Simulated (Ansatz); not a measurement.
BN:
```
CELL_PARAMETERS angstrom
      0.00000     1.79788     1.79788
      1.79788     0.00000     1.79788
      1.79788     1.79788     0.00000
ATOMIC_POSITIONS crystal
  B  0.00000 0.00000 0.00000
  N  0.25000 0.25000 0.25000
```

Relaxed with HSE06.

Q: Give the Bader charges and basin volumes of the independent atoms, plane-wave PAW HSE06 (Ansatz code).

A: 

```
atom  Bader charge (e)  Bader volume (Å³)
----  ----------------  -----------------
B1               +2.24                1.5
N2               -2.24               10.1
```

Space group F-43m (zinc blende). The cell was relaxed with HSE06 under the symmetry of its start.

Potentials: the earlier of the program's two PAW sets.
